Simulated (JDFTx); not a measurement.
**Report: Au(110) in implicit electrolytes**

System: Au(110) (Fm-3m bulk; lattice of mp-81, not re-optimised at this level), 1x1 cell of 8 atoms in 8 planes, area 12.30 Å² a face, 10.1 Å between the outermost planes in a cell 26.3 Å high; k mesh 8×6×1, Fermi width 0.01 Ha, no spin polarisation.

Computed with a modified build of JDFTx: PBE, GBRV ultrasoft potentials, plane waves to 20/100 Ha. Outer atoms relaxed in vacuum, keeping the start's symmetry. The same nuclei were then put into each liquid, at zero charge and at set potentials or charges. The surface is an ideal bare cut with both faces alike: no reconstruction, overlayer or explicit solvent molecules. U vs SHE = −μ/e − 4.44 V throughout (conventional absolute potential of the hydrogen electrode).

In vacuum the work function is 4.96 eV, which would put the uncharged electrode at 0.52 V vs SHE if the liquid did nothing. Each liquid moves the Fermi level of the neutral slab, now counted from the bulk liquid: CANDLE, water, 0.5 M NaCl by 0.27 eV, to a potential of zero charge of 0.25 V; SCCS (g09 parameters), water, 0.5 M NaCl by 0.08 eV, to a potential of zero charge of 0.44 V. The models of water differ by 0.19 V among themselves.

Charging:

| liquid | U − U_pzc (V) | σ (μC/cm²) | σ/(U − U_pzc) (μF/cm²) | Δγ (mJ/m²) |
|---|---|---|---|---|
| CANDLE, water | 0.15 | 1.7 | 12 | -1 |
| CANDLE, water | 0.50 | 5.9 | 12 | -15 |
| CANDLE, water | 0.67 | 8.0 | 12 | -26 |
| SCCS (g09 parameters), water | -0.39 | -4.0 | 10 | -8 |
| SCCS (g09 parameters), water | -0.19 | -2.0 | 10 | -2 |

The mean capacitance runs from 10 to 12 μF/cm². Δγ, the grand free energy per area against the neutral surface, is negative throughout, since charging at a held potential lowers it. The cavity function reaches one half at 2.9 Å (CANDLE, water), 2.4 Å (SCCS (g09 parameters), water) above the top atoms; the models define their cavities differently. CANDLE's negatively charged runs are left out, as they depend on the cell height. No specific adsorption of ions or solvent is in these numbers.
